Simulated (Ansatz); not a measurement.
Frozen-phonon scan for TiAl (CuAu type, space group P4/mmm)

TiAl (CuAu type, space group P4/mmm)

```xyz
4
Lattice="5.6485 0.0000 0.0000 2.8243 2.8243 0.0000 0.0000 0.0000 4.0708" Properties=species:S:1:pos:R:3 pbc="T T T"
Al     1.4121     1.4121     2.0354
Al     4.2364     1.4121     2.0354
Ti     0.0000     0.0000     0.0000
Ti     2.8243     0.0000     0.0000
```

The atoms are displaced by Q × the pattern below (from a DFPT mode at M = (0.5, 0.5, 0.0), largest move 1; Q in Å), at fixed cell. It is one choice among 2 degenerate patterns. (q is in reciprocal vectors of the primitive cell; the cell shown is doubled to hold the pattern.)

```json
[
 {"atom": "Al1", "x": "0.000", "y": "1.000", "z": "0.000"},
 {"atom": "Al2", "x": "0.000", "y": "-1.000", "z": "0.000"},
 {"atom": "Ti3", "x": "0.750", "y": "0.000", "z": "0.000"},
 {"atom": "Ti4", "x": "-0.750", "y": "0.000", "z": "0.000"}
]
```

The numbers are results of PBE (plane waves to 420 eV, PAW, scalar-relativistic; Ansatz, a first-principles code), not measurements. k mesh 16×16×12 (Γ-centred), Fermi-Dirac smearing 0.05 eV. The energy includes the smearing's −TS. Compression counts positive. With partly filled bands, energies and forces of such displacements shift with the k mesh and the smearing. TiAl is run without spin polarisation. TiAl was relaxed with its symmetry unable to fall. ΔE is measured from the undisplaced structure.

| Q (Å) | ΔE (meV/cell) | P (GPa) | −dE/dQ from forces (eV/Å) |
|---|---|---|---|
| -0.100 | 151 | 0.7 | 3.075 |
| -0.083 | 104 | 0.5 | 2.533 |
| -0.067 | 66 | 0.3 | 2.007 |
| -0.050 | 37 | 0.2 | 1.494 |
| -0.033 | 16 | 0.1 | 0.990 |
| -0.017 | 4 | 0.0 | 0.494 |
| 0.000 | 0 | 0.0 | 0.000 |
| 0.017 | 4 | 0.0 | -0.494 |
| 0.033 | 16 | 0.1 | -0.990 |
| 0.050 | 37 | 0.2 | -1.494 |
| 0.067 | 66 | 0.3 | -2.007 |
| 0.083 | 104 | 0.5 | -2.533 |
| 0.100 | 151 | 0.7 | -3.075 |

Key numbers:

The energy at Q = 0.100 Å comes out as 151 meV/cell. Space group of the distorted cell: Cmmm (No. 65), lowered from P4/mmm. Symmetry of the curve: even: the same for both signs. Shape of the curve: a single well with its minimum at or next to zero displacement. Harmonic wavenumber from the curvature (finite differences): 273 cm⁻¹.

(For displaced atoms, the force is minus the slope of the energy, and its curvature is a force constant, which sets phonon frequencies.)
